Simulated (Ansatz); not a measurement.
**Relaxation path: hcp Ru (0001), 3 layers**

DFT, PBE, PAW with Ansatz's default frozen-core files, scalar-relativistic (Ansatz 0.2.0); a Γ-centred 14×14×1 k mesh, Fermi–Dirac smearing of 0.08 eV, no spin polarisation. The run relaxes the atoms in the fixed cell.

Command: `ansatz run input.yaml --threads 1 --pin off --max-ram 3584MiB --backend cpu --events-out ev --progress --plain --runs-dir out` It took 22 s on 1 thread of Intel(R) Xeon(R) Platinum 8488C (Sapphire Rapids), on a shared host, peak memory 0.43 GiB.

```yaml
crystal:
  lattice:
    - [2.7207384563, 0.0, 0.0]
    - [-1.3603692282, 2.3562286202, 0.0]
    - [0.0, 0.0, 20.2961]
  atoms:
    - { symbol: Ru, position: [0.0, 0.0, 0.3941654117] }
    - { symbol: Ru, position: [0.333333334, 0.666666666, 0.5] }
    - { symbol: Ru, position: [0.0, 0.0, 0.6058345883] }
kpoints:
  mp_grid: { grid: [14, 14, 1] }
scf:
  occupations: { method: fermi_dirac, width: 0.08 }
hamiltonian:
  xc: pbe
  pseudopotentials: { kind: paw }
output:
  forces: true
  stress: true
  eigenvalues: true
relax:
  f_tol: 0.01
  max_steps: 40
efield:
  axis: 3
  amplitude: 0
  dipole_correction: true
```

Each step lists its free energy a cell above the last geometry, and Cartesian positions (Å) with forces (eV/Å).

The first step:

```
step 1  dF = 73.54 meV
  Ru 0.0000 0.0000 8.0000   0.0000 0.0000 0.8844
  Ru 0.0000 1.5708 10.1480   0.0000 0.0000 0.0000
  Ru 0.0000 0.0000 12.2961   0.0000 0.0000 -0.8844
```

Question: Where does the relaxation end, and by which steps?

Answer: After 4 geometries, with a shortest distance of 2.597 Å. The further steps:
```
step 2  dF = 83.73 meV  (not accepted)
  Ru 0.0000 0.0000 8.1574   0.0000 0.0000 -1.1230
  Ru 0.0000 1.5708 10.1480   0.0000 0.0000 0.0000
  Ru 0.0000 0.0000 12.1387   0.0000 0.0000 1.1230
step 3  dF = 0.10 meV
  Ru 0.0000 0.0000 8.0767   0.0000 0.0000 0.0354
  Ru 0.0000 1.5708 10.1480   0.0000 0.0000 0.0000
  Ru 0.0000 0.0000 12.2194   0.0000 0.0000 -0.0354
step 4  dF = 0.00 meV
  Ru 0.0000 0.0000 8.0795   0.0000 0.0000 0.0006
  Ru 0.0000 1.5708 10.1480   0.0000 0.0000 0.0000
  Ru 0.0000 0.0000 12.2166   0.0000 0.0000 -0.0006
```
